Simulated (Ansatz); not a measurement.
CdAu (Pm-3m): electronic heat capacity and spin susceptibility from the density of states

These are results of Ansatz 0.2.0, DFT r2SCAN, scalar-relativistic, plane waves, PAW, not measurements.

Plane waves to 500 eV, a k mesh through Γ of 12×12×12 on the computed 2-atom cell and Gaussian smearing (0.10 eV); no spin polarisation.

Relaxed cell: Pm-3m, a = 3.352 Å, b = 3.352 Å, c = 3.352 Å, α = 90.00°, β = 90.00°, γ = 90.00°, 2 atoms in the primitive cell. Whether it is the stable form of this composition wasn't checked.

The density of states at the Fermi level is 0.492 states/eV in the cell of 2 atoms (1 formula unit; both spins, tetrahedra on a 18×18×18 mesh).

Task: What Sommerfeld coefficient and Pauli susceptibility does this give?

Result: Per formula unit N(E_F) = 0.492 states/eV. γ = (π²/3) k_B² N(E_F) N_A = 2.357 mJ/(mol K²) per state/eV, so γ = 1.2 mJ/(mol K²), a mole of formula units. χ_P = μ_B² N(E_F) N_A = 3.23×10⁻⁵ emu/mol per state/eV gives 1.6×10⁻⁵ emu/mol. This is the bare band result: a measured γ of the same phase is as a rule larger by a factor 1 + λ from phonons and spin fluctuations, the spin part of χ is larger by the Stoner factor, and a measured χ also holds orbital and core terms. N(E_F) at one energy is sensitive to the mesh where the density of states has sharp peaks.

Spin-orbit coupling is left out, which matters for the bands of heavy elements.

Cost: 1 run of about 0.69 core-minutes, on Arm Neoverse V1 (shared hosts).